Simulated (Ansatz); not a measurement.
Starting cell, GaP (zinc blende):

```xyz
4
Lattice="0.0000 5.5060 5.5060 2.7530 0.0000 2.7530 2.7530 2.7530 0.0000" Properties=species:S:1:pos:R:3 pbc="T T T"
P      4.1295     4.1295     4.1295
P      4.1295     6.8825     6.8825
Ga     0.0000     0.0000     0.0000
Ga     2.7530     2.7530     5.5060
```

The atoms are displaced by Q × the pattern below (from a DFPT mode at L = (0.5, 0.0, 0.0), largest move 1; Q in Å), at fixed cell. (q is in reciprocal vectors of the primitive cell; the cell shown is doubled to hold the pattern.)

```csv
atom,x,y,z
P1,-0.577,0.577,0.577
P2,0.577,-0.577,-0.577
Ga3,0.044,-0.044,-0.044
Ga4,-0.044,0.044,0.044
```

Level of theory: PBE (plane waves to 420 eV, PAW, scalar-relativistic; Ansatz, an electronic-structure program). k mesh 5×10×10 (Γ-centred), Fermi-Dirac smearing 0.05 eV. The energy includes the smearing's −TS. GaP was relaxed with its symmetry unable to fall. ΔE is measured from the undisplaced structure.

| Q (Å) | ΔE (meV/cell) |
|---|---|
| -0.280 | 1172 |
| -0.187 | 507 |
| -0.093 | 125 |
| 0.000 | 0 |
| 0.093 | 125 |
| 0.187 | 507 |
| 0.280 | 1172 |

**Question.** Which DFPT wavenumber at L = (0.5, 0.0, 0.0) belongs to this mode?
A. 224 cm⁻¹
B. 352 cm⁻¹
C. 80 cm⁻¹

**Answer.** B, 352 cm⁻¹. The curvature of the scan gives 352 cm⁻¹

(For displaced atoms, the force is minus the slope of the energy, and its curvature is a force constant, which sets phonon frequencies.)
